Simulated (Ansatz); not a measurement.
One crystal and one scan (frozen-phonon scan) at two levels, r2SCAN (plane waves to 500 eV, PAW, scalar-relativistic; Ansatz, an electronic-structure program) and PBE (plane waves to 420 eV, PAW, scalar-relativistic; Ansatz), each from its own relaxed cell and on its own mesh. The cell shown is that of r2SCAN.

Starting cell, CdS (zinc blende):

```xyz
4
Lattice="0.0000 5.8778 5.8778 2.9389 0.0000 2.9389 2.9389 2.9389 0.0000" Properties=species:S:1:pos:R:3 pbc="T T T"
S      4.4084     4.4084     4.4084
S      4.4084     7.3473     7.3473
Cd     0.0000     0.0000     0.0000
Cd     2.9389     5.8778     2.9389
```

The atoms are displaced by Q × the pattern below (from a DFPT mode at L = (0.5, 0.0, 0.0), largest move 1; Q in Å), at fixed cell. (q is in reciprocal vectors of the primitive cell; the cell shown is doubled to hold the pattern.)

```csv
atom,x,y,z
S1,0.577,-0.577,-0.577
S2,-0.577,0.577,0.577
Cd3,-0.051,0.051,0.051
Cd4,0.051,-0.051,-0.051
```

CdS was relaxed with its symmetry unable to fall. Percentages come from the unrounded values. Both scans cover Q from -0.100 to 0.100 Å.

Results of r2SCAN:

```
Quantity                                                                                                                                           Value
----------------------------------------------------------------------------------------  --------------------------------------------------------------
Lattice constant a (Å)                                                                                                                             5.878
Band gap of the relaxed cell, no spin-orbit coupling (eV)                                                                                           1.54
Energy at Q = 0.100 Å (meV/cell)                                                                                                                   107.0
Harmonic wavenumber from the curvature (finite differences) (cm⁻¹ (negative: imaginary))                                                             296
Space group of the distorted cell                                                                                      R3m (No. 160), lowered from F-43m
Symmetry of the curve                                                                                                      even: the same for both signs
Shape of the curve                                                                        a single well with its minimum at or next to zero displacement
```

Problem. What does PBE give for the same quantities?

Solution. 
```tsv
quantity	PBE	r2SCAN − PBE
Lattice constant a (Å)	5.927	-0.049 (-0.8 %)
Band gap of the relaxed cell, no spin-orbit coupling (eV)	1.04	+0.50 (+48 %)
Energy at Q = 0.100 Å (meV/cell)	95.9	+11.1 (+12 %)
Harmonic wavenumber from the curvature (finite differences) (cm⁻¹ (negative: imaginary))	281	+15 (+5 %)
```

r2SCAN gives the higher value for: band gap of the relaxed cell, no spin-orbit coupling; energy at Q = 0.100 Å; harmonic wavenumber from the curvature. r2SCAN gives the lower value for: lattice constant a. Both give the same space group of the distorted cell: R3m (No. 160), lowered from F-43m. Neither level is exact: the differences show how much the result hangs on the functional.

(For displaced atoms, the force is minus the slope of the energy, and its curvature is a force constant, which sets phonon frequencies.)
